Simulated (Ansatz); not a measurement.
TeW in space group P6_3/m (No. 176; W on 6h, Te on 6h) at seven volumes, r²SCAN+D4 (plane waves, PAW; program Ansatz), shape and atoms relaxed at each. One row is withheld.

| V (Å³/atom) | P (GPa) |
|---|---|
| 25.056 | 3.42 |
| 25.882 | 1.92 |
| 26.708 | ? |
| 27.534 | 0.00 |
| 28.360 | -0.53 |
| 29.186 | -0.85 |
| 30.012 | -1.03 |

### Question
Fit the shown pressures and predict the withheld one.

### Answer
P = (3/2)B₀(x^(7/2) − x^(5/2))[1 + (3/4)(B′ − 4)(x − 1)] with x = (V₀/V)^(2/3). Least squares on the six rows gives V₀ = 27.544 Å³/atom, B₀ = 21.5 GPa, B′ = 12.06. At V = 26.708, x = 1.0208 and P = 0.79 GPa. The run itself gave 0.84 GPa.

The start of the workflow was typed in or built on a structure type; neither database checked (COD, Materials Project) lists it. Whether it is the stable phase at ambient conditions was not checked. The cell was relaxed with r²SCAN+D4 under the symmetry of its start; whether a distortion lowers the energy is not shown. No spin polarisation was allowed. Spin–orbit coupling is left out wherever it is not named.

Potentials: the earlier of the program's two PAW sets.
